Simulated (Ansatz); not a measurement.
An Ansatz (an electronic-structure program) run. Input:

Ansatz 0.2 input:
```yaml
crystal:
  lattice:
    - [0.0, 2.2016063113, 2.2016063113]
    - [2.2016063113, 0.0, 2.2016063113]
    - [2.2016063113, 2.2016063113, 0.0]
  atoms:
    - { symbol: N, position: [0.75, 0.75, 0.75] }
    - { symbol: Al, position: [0.0, 0.0, 0.0] }
kpoints:
  mp_grid: { grid: [11, 11, 11] }
hamiltonian:
  xc: pbe
  pseudopotentials: { kind: paw }
scf:
  occupations: { method: fixed }
elastic: { mode: relaxed_ion, stencil: two_point, amplitude: 0.005, f_tol: 0.0005 }
output: { polarization: {} }
```

Output (shortened):

```
Pseudopotential: N, paw, valence charge 5
Pseudopotential: Al, paw, valence charge 3
Functional definition: PBE
Crystal: 2 atoms, lattice volume = 21.343 Å³
Basis set: ecut = 420 eV, 411 PW (Γ), exchange–correlation on 48×48×48 points (8 copies of the dense FFT grid, shifted against one another)
Bands: 8, of which v1, the nominal top of the filled ones, is band 4 counted from 1 (3 counted from 0)
Symmetry: 24 space group operations
Space group: F-43m (ITA 216), of the structure as read, at distance tolerance 2.8e-5 Å
k-points: 56 of 1331 (time reversal used)
SCF 1 converged in 8 iterations: F = -924.211054 eV  dr2 = 2.28e-14
Crystal: 2 atoms, lattice volume = 21.236 Å³
Symmetry: 8 space group operations
k-points: 126 of 1331 (time reversal used)
SCF 2 converged in 7 iterations: F = -924.210593 eV  dr2 = 2.24e-14
Crystal: 2 atoms, lattice volume = 21.449 Å³
SCF 3 converged in 7 iterations: F = -924.210598 eV  dr2 = 7.16e-14
Crystal: 2 atoms, lattice volume = 21.343 Å³
Symmetry: 4 space group operations
k-points: 216 of 1331 (time reversal used)
SCF 4 converged in 8 iterations: F = -924.210695 eV  dr2 = 1.85e-14
relax step   1: F+E_penalty+E_count = -924.21069464 eV  Δ(F+E_penalty+E_count) = +0.000e0 eV  max|allowed force component| = 3.990e-2 eV/Å  Δτ_max = 0.0000 Å  (8 SCF iters, accepted)
Crystal: 2 atoms, lattice volume = 21.343 Å³
SCF 5 converged in 8 iterations: F = -924.210723 eV  dr2 = 1.85e-15
relax step   2: F+E_penalty+E_count = -924.21072323 eV  Δ(F+E_penalty+E_count) = -2.859e-5 eV  max|allowed force component| = 2.848e-2 eV/Å  Δτ_max = 0.0004 Å  (8 SCF iters, accepted)
Crystal: 2 atoms, lattice volume = 21.343 Å³
SCF 6 converged in 7 iterations: F = -924.210753 eV  dr2 = 5.33e-14
relax step   3: F+E_penalty+E_count = -924.21075292 eV  Δ(F+E_penalty+E_count) = -2.969e-5 eV  max|allowed force component| = 1.428e-6 eV/Å  Δτ_max = 0.0010 Å  (7 SCF iters, accepted)
Crystal: 2 atoms, lattice volume = 21.343 Å³
SCF 7 converged in 9 iterations: F = -924.210753 eV  dr2 = 1.82e-14
Crystal: 2 atoms, lattice volume = 21.343 Å³
SCF 8 converged in 8 iterations: F = -924.210695 eV  dr2 = 1.06e-14
relax step   1: F+E_penalty+E_count = -924.21069464 eV  Δ(F+E_penalty+E_count) = +0.000e0 eV  max|allowed force component| = 3.990e-2 eV/Å  Δτ_max = 0.0000 Å  (8 SCF iters, accepted)
Crystal: 2 atoms, lattice volume = 21.343 Å³
SCF 9 converged in 8 iterations: F = -924.210723 eV  dr2 = 2.20e-15
relax step   2: F+E_penalty+E_count = -924.21072323 eV  Δ(F+E_penalty+E_count) = -2.859e-5 eV  max|allowed force component| = 2.848e-2 eV/Å  Δτ_max = 0.0004 Å  (8 SCF iters, accepted)
Crystal: 2 atoms, lattice volume = 21.343 Å³
SCF 10 converged in 7 iterations: F = -924.210753 eV  dr2 = 5.64e-14
relax step   3: F+E_penalty+E_count = -924.21075292 eV  Δ(F+E_penalty+E_count) = -2.969e-5 eV  max|allowed force component| = 1.462e-6 eV/Å  Δτ_max = 0.0010 Å  (7 SCF iters, accepted)
Crystal: 2 atoms, lattice volume = 21.343 Å³
SCF 11 converged in 9 iterations: F = -924.210753 eV  dr2 = 1.82e-14
SCF converged after 8 iterations
Free energy (F): -924.211054 eV
Harris-Foulkes:  -924.211054 eV  (|F-HF|=0.00e0)
Internal energy: -924.211054 eV  (E = F + TS)
E sigma→0 (E₀):  -924.211054 eV
Fermi energy:    6.721379 eV
--- Per-component energies (eV) ---
  E_band       = 13.736984
  E_kinetic    = 158.447659
  E_local      = -225.000769  (includes V_loc(G=0)·N_el)
  E_nonlocal   = 55.302001
  E_hartree    = 77.847666
  E_xc         = -101.543357
  E_vxc        = -107.579320  (∫ρ·V_xc dr)
  E_paw        = -595.033611  (= ΣΔE_a)
  E_vpaw       = -23.128015  (= ΣTr[D̂ρ^β])
  E_aug_tail   = 0.000097  (compensation charges beyond the density's cutoff)
  E_ewald      = -294.230740
  E_smearing   =  0.000000  (= −TS)
  E_closure    = 0.000000  (closes the sum)
  Σ components = -924.211054   (vs F -924.211054, Δ=0.00e0)
--- Forces (eV/Å), atoms counted from 1 ---
  atom   1  N      0.00000000     0.00000000     0.00000000
  atom   2  Al     0.00000000     0.00000000     0.00000000
  max |Σ_I F_I| component: 2.22e-16 eV/Å
--- Stress (GPa, compression-positive) ---
       -0.003619       0.000000       0.000000
        0.000000      -0.003619       0.000000
        0.000000       0.000000      -0.003619
  P = ⅓ Tr σ = -0.0036 GPa (-0.036 kbar)
--- Band table (eV; the first three rows and the last of 56) ---
  k-point 0: bands = ["-8.1091", "6.7214", "6.7214", "6.7214", "10.6968", "19.0660", "19.0660", "19.0660"]
  k-point 1: bands = ["-7.9914", "6.0333", "6.6789", "6.6789", "11.2677", "18.7383", "19.1784", "19.1784"]
  k-point 2: bands = ["-7.6536", "4.6317", "6.5695", "6.5695", "12.2987", "18.0304", "19.1988", "19.1988"]
  k-point 55: bands = ["-5.4983", "2.8758", "3.2520", "4.4313", "12.6880", "17.4852", "18.6409", "19.0010"]
--- Elastic constants: 2 strain directions × 2 members + reference (group order 24) ---
  dense FFT box of the reference and of every strained cell: 24×24×24
  strains applied: 11, 23; error gains: componentwise 1.00 (the most a stress slope's error grows in a printed constant), spectral 1.73 (1 for all six strains …
  C = ∂σ_k/∂η_j (tension-positive GPa; Voigt order 11 22 33 23 13 12):
       281.288    148.525    148.525      0.000      0.000      0.000
       148.525    281.288    148.525      0.000      0.000      0.000
       148.525    148.525    281.288      0.000      0.000      0.000
         0.000      0.000      0.000    177.826      0.000      0.000
         0.000      0.000      0.000      0.000    177.826      0.000
         0.000      0.000      0.000      0.000      0.000    177.826
  reference stress σ⁰ (GPa):      0.004      0.004      0.004      0.000      0.000      0.000
  moduli (Voigt/Reuss/Hill, GPa): K = 192.78/192.78/192.78   G = 133.25/106.38/119.82   E = 297.76   ν = 0.243
  mechanically stable: yes (min eigenvalue of sym C = 132.76 GPa)
  e, the proper piezoelectric tensor (elastic.mode: relaxed_ion; C/m²; rows x y z; Voigt order 11 22 33 23 13 12):
       0.00000    0.00000    0.00000   -0.47697    0.00000    0.00000
       0.00000    0.00000    0.00000    0.00000   -0.47697    0.00000
       0.00000    0.00000    0.00000    0.00000    0.00000   -0.47697
  ±, each entry's uncertainty from the finite density of the strings (C/m²), an estimate: the size of the correction for it that the entry includes:
       0.00000    0.00000    0.00000    0.00126    0.00000    0.00000
       0.00000    0.00000    0.00000    0.00000    0.00126    0.00000
       0.00000    0.00000    0.00000    0.00000    0.00000    0.00126
  strain η (Voigt 11):  stress-route row diagonal C_11 = 281.29 GPa, energy-path curvature d²(F+E_count+ΔE)/dδ²/Ω₀ = 281.17 GPa
         δ    σ_11 (GPa)             F (eV)   n_scf  n_hpsi   n_pw
    -5.000e-3      -1.4048        -924.2105926       7   20957    431   relax 0 steps, max|allowed force component| 8.33e-17 eV/Å
     5.000e-3       1.4081        -924.2105985       7   20997    432   relax 0 steps, max|allowed force component| 8.33e-17 eV/Å
  strain η (Voigt 23):  stress-route row diagonal C_44 = 177.83 GPa, energy-path curvature d²(F+E_count+ΔE)/dδ²/Ω₀ = 177.81 GPa
         δ    σ_23 (GPa)             F (eV)   n_scf  n_hpsi   n_pw
    -5.000e-3      -0.8891        -924.2107529       9   32387    428   relax 3 steps, max|allowed force component| 1.43e-6 eV/Å
     5.000e-3       0.8891        -924.2107529       9   32379    428   relax 3 steps, max|allowed force component| 1.46e-6 eV/Å
--- Formal polarisation (Berry phase): one branch of a lattice of values; only differences between neighbouring runs are physical ---
  axis  mesh            electronic          ionic      p = total  spread (rad)  least overlap  resolved gap  δp at fixed H ≤   (phases in cycles; p mod 1 …
  b1    11×11×11        0.00000000     3.75000000     3.75000000      0.020790         0.9382        3.9754           4.8e-7
  b2    11×11×11        0.00000000     3.75000000     3.75000000      0.020790         0.9382        3.9754           4.8e-7
  b3    11×11×11        0.00000000     3.75000000     3.75000000      0.020790         0.9382        3.9754           4.8e-7
  quantum along a1:   0.14588333 e/Å² =   233.730868 µC/cm²
  quantum along a2:   0.14588333 e/Å² =   233.730868 µC/cm²
  quantum along a3:   0.14588333 e/Å² =   233.730868 µC/cm²
  P = (  0.77366321,   0.77366321,   0.77366321) e/Å² = ( 1239.545116,  1239.545116,  1239.545116) µC/cm²  (mod the quanta)
```

Cost: about 40 core-seconds (a rough figure) on shared cores.

The PBE relaxation kept the symmetry of its start; phonons on a q-mesh show no instability.

Potentials: the later of the program's two PAW sets.

Ansatz is a plane-wave DFT program.
